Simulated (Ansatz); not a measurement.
Below is a relaxed structure of Zr4ScO. The cell was found from a structure generator's guess, not taken from experiment.

Computed with DFT PBE, scalar-relativistic, plane waves, PAW in Ansatz 0.2.0. Cutoff 420 eV, Γ-centred mesh, Gaussian smearing, no spin polarisation.

```
Zr Sc O
1.0
     0.00000    4.49185    4.49185
     4.49185    0.00000    4.49185
     4.49185    4.49185    0.00000
Zr Sc O
4 1 1
Direct
  0.15186 0.61605 0.61605
  0.61605 0.15186 0.61605
  0.61605 0.61605 0.15186
  0.61605 0.61605 0.61605
  0.25000 0.25000 0.25000
  0.75000 0.75000 0.75000
```

The zero of energy is the elements' standard structures at the same level (O₂ as a molecule); no fitted shifts are applied.

Task: What space group does it have?

Result: F-43m (No. 216). Conventional cell: a = 8.984 Å. Zr is surrounded by 1 O at 2.08 Å, 3 Zr at 2.95 Å, 3 Zr at 3.40 Å and 3 Sc at 3.70 Å; around Sc lie 12 Zr at 3.70 Å; around O lie 4 Zr at 2.08 Å.

Task: What is its formation energy per atom?

Result: +0.06 eV/atom. A positive value: parting into the elements would lower its energy.

Task: Is it a metal?

Result: Yes, bands cross the Fermi level on the 8×8×8 mesh.

The last run used an 8×8×8 mesh for its 6-atom cell and Gaussian smearing of 0.10 eV. Symmetry constrained the relaxation, so the result can be a saddle point. Another cell of Zr4ScO relaxed alike, in P4/mmm, lies 0.57 eV/atom lower, so this cell isn't the stable form at this level.
